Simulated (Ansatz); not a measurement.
# Ansatz 0.2.0, vacancy hop by nudged elastic band: TlBr

Input:

```yaml
crystal:
  lattice:
    - [8.001578, 0.0, 0.0]
    - [0.0, 8.001578, 0.0]
    - [0.0, 0.0, 8.001578]
  atoms:
    - { symbol: Tl, position: [0.00038633, 0.00102738, -0.00059055] }
    - { symbol: Br, position: [0.24598138, 0.24905146, 0.25413075] }
    - { symbol: Tl, position: [-0.00040709, 0.00021134, 0.49923625] }
    - { symbol: Br, position: [0.25313703, 0.25025468, 0.75239564] }
    - { symbol: Tl, position: [-0.00120765, 0.49736281, 0.00211425] }
    - { symbol: Br, position: [0.25481808, 0.74837606, 0.25292932] }
    - { symbol: Tl, position: [0.00173016, 0.49947895, 0.50307226] }
    - { symbol: Br, position: [0.2500934, 0.75495401, 0.74973281] }
    - { symbol: Tl, position: [0.50220754, 0.00248087, -0.00127686] }
    - { symbol: Br, position: [0.75014307, 0.25037311, 0.25288922] }
    - { symbol: Tl, position: [0.49717526, 0.00174545, 0.50413952] }
    - { symbol: Tl, position: [0.49908466, 0.49763603, 0.00178396] }
    - { symbol: Br, position: [0.75332788, 0.75282363, 0.25311933] }
    - { symbol: Tl, position: [0.49965835, 0.4996833, 0.49764066] }
    - { symbol: Br, position: [0.74893226, 0.74730671, 0.75375913] }
kpoints:
  mp_grid: { grid: [2, 2, 2] }
magnetization:
  spin_polarized: false
scf:
  occupations: { method: fermi_dirac, width: 0.1 }
hamiltonian:
  pseudopotentials: { kind: paw }
  xc: pbe
basis:
  ecutwfc: 420
neb:
  images: 5
  relax_end_points: true
  climbing: true
  f_tol: 0.05
  max_iterations: 40
  order_check: false
  final_atoms:
    - { symbol: Tl, position: [0.00038633, 0.00102738, -0.00059055] }
    - { symbol: Br, position: [0.24598138, 0.24905146, 0.25413075] }
    - { symbol: Tl, position: [-0.00040709, 0.00021134, 0.49923625] }
    - { symbol: Br, position: [0.25313703, 0.25025468, 0.75239564] }
    - { symbol: Tl, position: [-0.00120765, 0.49736281, 0.00211425] }
    - { symbol: Br, position: [0.25481808, 0.74837606, 0.25292932] }
    - { symbol: Tl, position: [0.00173016, 0.49947895, 0.50307226] }
    - { symbol: Br, position: [0.2500934, 0.75495401, 0.74973281] }
    - { symbol: Tl, position: [0.50220754, 0.00248087, -0.00127686] }
    - { symbol: Br, position: [0.75014307, 0.25037311, 0.25288922] }
    - { symbol: Tl, position: [0.49717526, 0.00174545, 0.50413952] }
    - { symbol: Tl, position: [0.49908466, 0.49763603, 0.00178396] }
    - { symbol: Br, position: [0.75332788, 0.75282363, 0.25311933] }
    - { symbol: Tl, position: [0.49965835, 0.4996833, 0.49764066] }
    - { symbol: Br, position: [0.75270281, 0.25140415, 0.75050686] }
```

Run with:

```bash
ansatz run input.yaml --threads 4 --pin off --max-ram 8192MiB --backend cpu --events-out ev --progress --plain --runs-dir out
```

Origin of the cell: a database entry, scaled a little.

The cell is 2×2×2 cells of TlBr with one Br taken out; atom 15 (Br) hops into the empty site, 3.97 Å away before the end points are relaxed. All atoms were shaken by about 0.02 Å first.

Output (shortened):

```
Warning: neb: disabling space-group detection — the band's intermediate images generally break the endpoint symmetry, so no spatial operation reduces the k-mesh or symmetrises the density, ex […]
Pseudopotentials: kind: paw
Pseudopotential: Tl, paw, valence charge 13, recommended cutoff 420 eV (normal), Tl.paw.azcp
Pseudopotential: Br, paw, valence charge 7, recommended cutoff 420 eV (normal), Br.paw.azcp
Functional definition: PBE
  exchange = pbe_x(kappa = kappa, mu = beta*pi^2/3)
  correlation = pbe_c(beta = beta)
parallel-image band execution: 4 concurrent image workers
NEB image 0
Crystal: 15 atoms, lattice volume = 512.303 Å³
Basis set: ecut = 420 eV, 9939 PW (Γ), exchange–correlation on 108×108×108 points (8 copies of the dense FFT grid, shifted against one another)
Bands: 92, of which v1, the nominal top of the filled ones, is band 77 counted from 1 (76 counted from 0)
[… 6 lines left out …]
Initial density: superposition of atomic densities (neutral atoms: chi_scale 0, normalization atom), corrected by the library's trained network
Functional: x = pbe(κ = 0.804, μ = 0.219515), c = pbe(β = 0.066725)
SCF iter   1: F=—  HF=-111046.525991 eV  Δρ=1.64e-3  dr2=4.07e-2
SCF iter   2: F=—  HF=-111046.523206 eV  Δρ=2.18e-3  dr2=5.48e-2
SCF iter   3: F=—  HF=-111046.507131 eV  Δρ=3.02e-4  dr2=6.27e-4
[… 2 lines left out …]
SCF iter   6: F=—  HF=-111046.507491 eV  Δρ=8.86e-6  dr2=9.21e-7
SCF iter   7: F=—  HF=-111046.507491 eV  Δρ=3.62e-6  dr2=1.48e-7
SCF iter   8: F=-111046.507491 eV  HF=-111046.507491 eV  Δρ=1.32e-6  dr2=1.03e-8
NEB iter   1: max|band force component| = 6.634e-1 eV/Å  barrier→ = 0.6812 eV  barrier← = 0.6813 eV  Δτ_max = 0.2000 Å  (60 SCF iters)
NEB iter   2: max|band force component| = 1.569e-1 eV/Å  barrier→ = 0.2600 eV  barrier← = 0.2601 eV  CI = image 3  Δτ_max = 0.0562 Å  (42 SCF iters)
NEB iter   3: max|band force component| = 3.495e-2 eV/Å  barrier→ = 0.2435 eV  barrier← = 0.2435 eV  CI = image 3  Δτ_max = 0.0000 Å  (39 SCF iters)
--- NEB band (7 images, 3 band iterations, 141 SCF iterations, 31 more in tests of the images' electronic states and relaxations of end points) ---
  forward barrier  = 0.243494 eV
  backward barrier = 0.243542 eV
  lagrangian_above_aufbau_ev (what the smearing adds, to first order; not taken off the barriers): saddle image -0.019411 eV, end points -0.056829 and -0.056821 eV
  climbing image's point = of an order that was not read
  energies are F+E_penalty+E_count in eV, relative to image 0
  image     s (Å)  Δ vs image 0  max|band force component| (eV/Å)
      0    0.0000      0.000000                                 —
      1    0.6707      0.065009                          3.167e-2
      2    1.3414      0.178942                          3.437e-2
  *   3    2.0121      0.243494                          2.000e-2
      4    2.6853      0.178413                          3.495e-2
      5    3.3587      0.064071                          3.093e-2
      6    4.0319     -0.000048                                 —
```

The converged band:

```
image  path over all atoms (Å)  ΔF (eV)  Br x     y  z (Å)
    0                     0.00    0.000  6.00  6.00   6.01
    1                     0.67    0.065  6.00  5.35   6.01
    2                     1.34    0.179  6.00  4.69   6.01
    3                     2.01    0.243  6.00  4.00   6.01
    4                     2.69    0.178  6.01  3.31   6.01
    5                     3.36    0.064  6.01  2.65   6.01
    6                     4.03    0.000  6.01  2.00   6.01
```

Relaxed start, forces in eV/Å:

```xyz
15
Lattice="8.002 0.000 0.000 0.000 8.002 0.000 0.000 0.000 8.002" Properties=species:S:1:pos:R:3:forces:R:3 pbc="T T T" image=0
Tl    0.035   -0.031    0.037    0.004    0.000    0.004
Br    2.002    1.998    2.014    0.000    0.001    0.001
Tl    0.025   -0.029    3.979    0.005    0.000   -0.002
Br    2.014    2.002    6.015   -0.004    0.002   -0.002
Tl    0.030    4.032    0.051    0.003    0.001    0.000
Br    2.004    6.003    2.016   -0.002    0.001   -0.001
Tl    0.038    4.035    3.988    0.002    0.000   -0.002
Br    2.001    6.005    6.017    0.001   -0.002   -0.003
Tl    3.976   -0.032    0.047   -0.004    0.001    0.004
Br    6.006    2.004    2.009   -0.004   -0.001    0.003
Tl    3.966   -0.029    3.989   -0.001    0.001   -0.005
Tl    3.966    4.035    0.043    0.000   -0.001    0.000
Br    6.009    6.006    2.012   -0.002   -0.002    0.003
Tl    3.975    4.037    3.977   -0.002   -0.002    0.001
Br    6.001    5.995    6.014    0.002    0.002   -0.001
```

Highest image (3), forces in eV/Å:

```xyz
15
Lattice="8.002 0.000 0.000 0.000 8.002 0.000 0.000 0.000 8.002" Properties=species:S:1:pos:R:3:forces:R:3 pbc="T T T" image=3
Tl    0.012    0.002    0.011   -0.018    0.001   -0.018
Br    2.004    1.791    2.014    0.001   -0.015   -0.001
Tl    0.002    0.002    4.003   -0.017    0.001    0.020
Br    2.008    1.978    6.015   -0.003    0.003   -0.001
Tl    0.176    4.002    0.196   -0.007    0.001   -0.008
Br    2.004    6.216    2.013   -0.001    0.016   -0.001
Tl    0.186    4.003    3.841   -0.007    0.000    0.007
Br    2.003    6.029    6.014    0.000   -0.003   -0.001
Tl    4.004    0.002    0.019    0.018    0.000   -0.018
Br    6.005    1.979    2.011   -0.001    0.002    0.001
Tl    3.995    0.003    4.014    0.020    0.000    0.017
Tl    3.822    4.004    0.186    0.008    0.000   -0.007
Br    6.007    6.029    2.014   -0.001   -0.003    0.000
Tl    3.831    4.005    3.831    0.008   -0.001    0.008
Br    6.005    4.003    6.014   -0.001    0.000    0.000
```

Relaxed end, forces in eV/Å:

```xyz
15
Lattice="8.002 0.000 0.000 0.000 8.002 0.000 0.000 0.000 8.002" Properties=species:S:1:pos:R:3:forces:R:3 pbc="T T T" image=6
Tl    0.042    0.034    0.038    0.000    0.002    0.000
Br    2.004    2.004    2.014    0.003    0.000   -0.001
Tl    0.030    0.033    3.973    0.002    0.004    0.003
Br    2.008    2.003    6.017   -0.002    0.002   -0.004
Tl    0.031    3.971    0.049    0.001   -0.001   -0.001
Br    2.006    6.005    2.012   -0.001   -0.001    0.000
Tl    0.041    3.972    3.985    0.000   -0.003    0.000
Br    2.004    6.005    6.014    0.001   -0.001   -0.002
Tl    3.980    0.036    0.046   -0.002    0.003    0.002
Br    6.005    2.005    2.011   -0.001    0.000    0.001
Tl    3.968    0.036    3.986    0.001    0.003   -0.001
Tl    3.968    3.974    0.038    0.001   -0.003    0.000
Br    6.006    6.006    2.014    0.001   -0.002    0.000
Tl    3.978    3.976    3.974   -0.001   -0.005    0.003
Br    6.008    2.004    6.012   -0.002    0.001   -0.001
```

Barrier of this path: 0.24 eV forwards, 0.24 eV backwards, after 3 band iterations.

Caveats: no moments, though an odd count or open d shells may carry them; no spin-orbit coupling, though heavy elements are present; the k mesh is coarse if the cell is a metal; a small cell with a neutral vacancy and no spin, whose shape can make like sites unlike; the cell is held at a rescaled volume, and strain moves barriers; the hop was drawn among near neighbours and need not be the easiest path; few images and a loose tolerance, and neither the top nor the ends were tested for their order.

The run took 2.4 min on 4 threads of Arm Neoverse V2 (shared host), peak memory 2.5 GiB, from the program's own first density.
